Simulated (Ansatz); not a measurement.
LiF (rock salt, space group No. 225), plane-wave PAW PBE (Ansatz code). The conduction-band minimum lies at Γ, with 1 equivalent valley. Second derivatives d²E/dk² of the lowest band at one valley (eV·Å²), along Cartesian directions:

```tsv
direction	d²E/dk²
[100]	8.813
[010]	8.813
[001]	8.813
[110]	8.812
[101]	8.812
[011]	8.812
```

Task: Find the principal effective masses, the density-of-states mass and the conductivity mass.

Result: Off-diagonal terms follow from H_xy = H[110] − (H_xx + H_yy)/2, and m*/mₑ = 7.620 eV·Å² over each eigenvalue: 0.86, 0.86, 0.86. One valley's DOS mass (m₁m₂m₃)^(1/3) = 0.86, conductivity mass 3/(Σ 1/mᵢ) = 0.86 mₑ.

Task: What effective density of states Nc follows at 300 K for parabolic valleys?

Result: Nc = 2.509e19 × 1 × (0.86)^(3/2) ≈ 2.0e19 cm⁻³.

Space group Fm-3m (rock salt). Symmetry was held in the PBE relaxation.

Potentials: the earlier of the program's two PAW sets.

Edges and masses are those of Kohn–Sham bands, whose gap is no quasiparticle gap.
